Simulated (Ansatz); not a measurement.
A geometry of ZrO2 away from equilibrium: the start of the relaxation of a relaxed ZrO2 cell, doubled along one cell vector, shaken by Gaussian noise of σ = 0.08 Å a coordinate. All values below come from PBEsol (plane waves to 420 eV, PAW, scalar-relativistic; Ansatz, a program for electronic structure). Γ-centred k-mesh 8×4×5 on the run's cell (coarser than for final values), Fermi–Dirac smearing 0.05 eV.

```xyz
6
Lattice="3.2472 0.0000 0.0000 -3.2472 5.6243 0.0000 0.0000 0.0000 5.1857" Properties=species:S:1:pos:R:3:forces:R:3 pbc="T T T" free_energy=-10509.670 pressure_GPa=-0.2
O     -0.0456     1.8940     3.6028    0.4575   -0.2754   -0.5149
O     -1.5424     4.7547     3.6538   -0.7052   -0.1552   -1.0868
O      1.6449     0.9673     1.6718   -0.0346   -1.1304   -0.9315
O     -0.0667     3.7676     1.6320    0.5278   -0.4144    0.2228
Zr     0.0292    -0.0703     2.6028   -0.0939   -0.6813    1.2536
Zr    -1.6149     2.6763     2.5651   -0.1516    2.6568    1.0566
```

Positions in Å, forces in eV/Å, free energy of the cell in eV (comparable only within this code, potentials and settings). Largest force: 2.86 eV/Å, on Zr6 (atoms numbered as listed); the geometry lies 0.06 eV/atom above the end of its relaxation.

No spin polarisation in the result. Without a van der Waals term the distances between weakly bound units are poorly fixed.

The end of the path is a generated cell of ZrO2: the first start was made by a random draw of sites in a space group, and the end was not matched to a known phase here, so it may be hypothetical. Known forms of ZrO2 include space group No. 14, 137, 225.
